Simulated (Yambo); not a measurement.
Yambo run on BeS (zinc blende, space group F-43m, No. 216). The wavefunctions are LDA (Quantum ESPRESSO, PseudoDojo norm-conserving, 88 Ry, scalar-relativistic) ones on a 6×6×6 mesh (5 occupied bands); a = b = c = 3.391 Å, α = β = γ = 60.00°.

Yambo input:

```
rim_cut
gw0
dyson
el_el_corr
HF_and_locXC
cohsex
em1s
RandQpts= 1000000
RandGvec= 1 Ry
EXXRLvcs= 88 Ry
VXCRLvcs= 352 Ry
Chimod= "HARTREE"
% BndsRnXs
 2 | 62 |
%
NGsBlkXs= 10 Ry
% LongDrXs
 1.0 | 1.0 | 1.0 |
%
ExtendOut
% QPkrange
 1 | 1 | 5 | 6 |
 13 | 13 | 6 | 6 |
%
```

k points by index: 1 = Γ, 13 = X.

Table of the .qp output:

```
#    K-point    Band    Eo [eV]    E [eV]    E-Eo [eV]    Vxc [eV]    Vnlxc [eV]    Sc|Eo [eV]    Re(Z)    Im(Z)
#
    1    5    0.000000    -3.665969    -3.665969    -13.69400    -16.60204    -0.757935    1.000000    0.000000
    1    6    5.511716    4.862468    -0.649249    -11.42409    -6.030354    -6.042984    1.000000    0.000000
    13    6    2.831053    1.888655    -0.942398    -9.795140    -5.355339    -5.382199    1.000000    0.000000
```
(The two width columns are left out.) Convergence of these settings isn't established.

Geometry relaxed with LDA.
